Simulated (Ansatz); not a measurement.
AgZr$_{4}$S$_{8}$:
```xyz
13
Lattice="7.2183 0.0000 0.0000 -3.6092 6.2512 0.0000 0.0000 0.0000 6.1999" Properties=species:S:1:pos:R:3 pbc="T T T"
S      1.8277     1.0552     4.6964
S      0.0000     4.1675     4.7070
S      5.3906     1.0552     4.6964
S      3.6092     4.1408     4.6964
Zr     0.0000     0.0000     0.0000
Zr    -1.8046     3.1256     0.0000
Zr     3.6092     0.0000     0.0000
Zr     1.8046     3.1256     0.0000
S      0.0000     2.1105     1.5036
S     -1.7814     5.1960     1.5036
S      3.6092     2.0837     1.4929
S      1.7814     5.1960     1.5036
Ag     0.0000     0.0000     3.1000
```

Relaxed with PBE+D3(BJ). Special points in fractions of this cell's reciprocal vectors: Γ (0.000, 0.000, 0.000); M (0.500, 0.000, 0.000); K (0.333, 0.333, 0.000); A (0.000, 0.000, 0.500); L (0.500, 0.000, 0.500); H (0.333, 0.333, 0.500).

Q: List the band energies nearest the Fermi level at these points for PBE+D3(BJ) (plane waves, PAW; program Ansatz).

A: In eV from the Fermi level; about four levels below and three above (degenerate sets whole), none deeper than 8.9 eV; points with the same levels are listed once.

```tsv
k	below	above
Γ	-1.25 -1.25 -0.11 -0.05 -0.05	0.69 0.69 1.21
M	-2.03 -1.87 -1.72 -1.15	0.26 0.30 1.08
K	-2.64 -2.64 -1.90 -1.26 -1.26	0.77 0.77 0.94
A	-0.85 -0.85 -0.57 -0.44 -0.44	0.57 0.57 1.39
L	-2.12 -2.01 -1.80 -1.54	0.04 0.30 0.94
H	-2.41 -2.41 -1.91 -1.91 -1.80	0.71 0.75 0.94 0.94
```

Space group P-3m1. The cell is a constructed one: a structure type filled with these elements; neither database checked (COD, Materials Project) lists it. Its standing as an ambient phase is unchecked. Symmetry was held in the PBE+D3(BJ) relaxation; whether a distortion lowers the energy is not shown. No spin polarisation was allowed. With an odd number of electrons in the cell and no spin polarisation, the count alone makes it a metal. Scalar-relativistic: spin–orbit coupling is off unless named, which matters more the heavier the elements.

Potentials: the later of the program's two PAW sets.
